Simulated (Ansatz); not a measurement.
Relaxed candidate structures of BeS:

A. P6₄22 (No. 181), hP6; a = 3.424 Å, b = 3.424 Å, c = 7.746 Å, α = 90.00°, β = 90.00°, γ = 120.00°; Be 3c (0.500, 0.000, 0.000); S 3d (0.500, 0.000, 0.500)

B. P6₃mc (No. 186), hP12, AFLOW prototype AB_hP12_186_a2b_a2b (B6, as in SiC); a = b = 3.4178 Å, c = 16.7951 Å, α = β = 90.00°, γ = 120.00°; Be 2a (0.000, 0.000, 0.500); Be 2b (0.333, 0.667, 0.333); Be 2b (0.667, 0.333, 0.167); S 2a (0.000, 0.000, 0.375); S 2b (0.333, 0.667, 0.208); S 2b (0.667, 0.333, 0.042)

C. P6₃/mmc (No. 194), hP4, NiAs type; a = 3.271 Å, b = 3.271 Å, c = 5.207 Å, α = 90.00°, β = 90.00°, γ = 120.00°; Be 2a (0.000, 0.000, 0.000); S 2c (0.333, 0.667, 0.250)

D. Pm-3m (No. 221), cP2, CsCl type; a = 2.895 Å, b = 2.895 Å, c = 2.895 Å, α = 90.00°, β = 90.00°, γ = 90.00°; Be 1b (0.500, 0.500, 0.500); S 1a (0.000, 0.000, 0.000)

Task: Put the candidates in order of energy per atom, lowest first, for PBEsol (plane waves to 420 eV, PAW, scalar-relativistic; Ansatz, a quantum-chemistry and plane-wave program).

Result: B (reference), A (+0.289 eV/atom), C (+0.450 eV/atom), D (+1.42 eV/atom)

Task: Which candidates are metallic at this level, and what gaps do the others have?

Result: No gap: D. A: 2.48 eV (no spin-orbit coupling); B: 3.31 eV (no spin-orbit coupling); C: 1.39 eV (no spin-orbit coupling).

The lowest structure calculated, F-43m, cF8, zinc blende type, is not among these; it lies under 0.01 eV/atom below the lowest of them. 1 run with a doubtful electronic state, a coarser numerical grid, an end not at rest or a source that can't be used is left out. 7 generated cells of layers, chains or molecules, poorly bound without dispersion, are left out. Each run could gain symmetry but not lose that of its start, so entries can be saddle points. All of these are generated cells (placed on structure types, drawn at random, substituted or restacked) that were not matched to a known phase here. Energies are at zero temperature and pressure, without zero-point motion. No spin polarisation in the result. Without a van der Waals term the distances between weakly bound units are poorly fixed. Gaps of cells over 8 atoms come from the SCF mesh and high-symmetry points alone.
